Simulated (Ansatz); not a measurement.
Cells of Be relaxed with r2SCAN (plane waves to 500 eV, PAW, scalar-relativistic; Ansatz, an electronic-structure program), each with a space-group label. One label is wrong.

**A**, labelled R-3m (No. 166)
```yaml
crystal:
  lattice:
    - [1.12220, 0.64790, 10.83717]
    - [-1.12220, 0.64790, 10.83717]
    - [0.00000, -1.29580, 10.83717]
  atoms:
    - { symbol: Be, position: [0.41572, 0.41572, 0.41572] }
    - { symbol: Be, position: [0.58428, 0.58428, 0.58428] }
    - { symbol: Be, position: [0.13857, 0.13857, 0.13857] }
    - { symbol: Be, position: [0.86143, 0.86143, 0.86143] }
    - { symbol: Be, position: [0.69383, 0.69383, 0.69383] }
    - { symbol: Be, position: [0.30617, 0.30617, 0.30617] }
```

**B**, labelled P6/mmm (No. 191)
```yaml
crystal:
  lattice:
    - [0.00000, 1.58017, 1.58017]
    - [1.58017, 0.00000, 1.58017]
    - [1.58017, 1.58017, 0.00000]
  atoms:
    - { symbol: Be, position: [0.00000, 0.00000, 0.00000] }
```

**C**, labelled P6₃/mmc (No. 194)
```xyz
2
Lattice="1.1292 -1.9622 0.0000 1.1292 1.9622 0.0000 0.0000 0.0000 3.5680" Properties=species:S:1:pos:R:3 pbc="T T T"
Be     1.1292     0.6524     0.8920
Be     1.1292    -0.6524     2.6760
```

**D**, labelled Pa-3 (No. 205)
```
CELL_PARAMETERS angstrom
      4.02958     0.00000     0.00000
      0.00000     4.02958     0.00000
      0.00000     0.00000     4.02958
ATOMIC_POSITIONS crystal
  Be 0.14591 0.14591 0.14591
  Be 0.64591 0.35409 0.85409
  Be 0.85409 0.64591 0.35409
  Be 0.35409 0.85409 0.64591
  Be 0.85409 0.85409 0.85409
  Be 0.35409 0.64591 0.14591
  Be 0.14591 0.35409 0.64591
  Be 0.64591 0.14591 0.35409
```

Q: Which label is wrong, and what should it be (tolerance 0.01 Å)?

A: B: its symmetry is Fm-3m (No. 225), cF4, fcc (Cu type); a = 3.160 Å, b = 3.160 Å, c = 3.160 Å, α = 90.00°, β = 90.00°, γ = 90.00°.

Each run could gain symmetry but not lose that of its start, so entries can be saddle points. From databases, or of a type measured for this composition: P6₃/mmc, hP2, hcp (Mg type); the others are generated cells (placed on structure types, drawn at random, substituted or restacked) that were not matched to a known phase here.

No spin polarisation in the result.
